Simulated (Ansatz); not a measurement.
The start is a generated trial cell of SiC in the wurtzite structure type. Cell shape, volume and atoms are optimised at zero target pressure with r2SCAN (plane waves to 500 eV, PAW, scalar-relativistic; Ansatz, a first-principles code). The first steps use a coarse 9×9×5 k-mesh.

The start:
```
CELL_PARAMETERS angstrom
      3.07691     0.00000     0.00000
     -1.53846     2.66469     0.00000
      0.00000     0.00000     5.03927
ATOMIC_POSITIONS crystal
  Si 0.66667 0.33333 0.00000
  Si 0.33333 0.66667 0.50000
  C  0.66667 0.33333 0.62520
  C  0.33333 0.66667 0.12520
```

```json
{
  "outcome": "The space group stays P6₃mc (No. 186) (the run could not lower it); the end is wurtzite type, with 4 atoms in the primitive cell",
  "energy_released": "under 1 meV/atom",
  "Shortest distances (start → end)": "The closest pairs of elements (up to four, under 3.6 Å), start → end: C–Si 1.89 → 1.88 Å; Si–Si 3.08 → 3.08 Å; C–C 3.08 → 3.08 Å",
  "band_gap_at_the_end": "2.65 eV, indirect (valence top at Γ, conduction bottom at K) (no spin-orbit coupling)",
  "optimiser_moves": "3"
}
```

Final values are on a 12×12×7 k-mesh of the relaxed cell. No spin polarisation in the result.

The run could not lose the symmetry of its start.
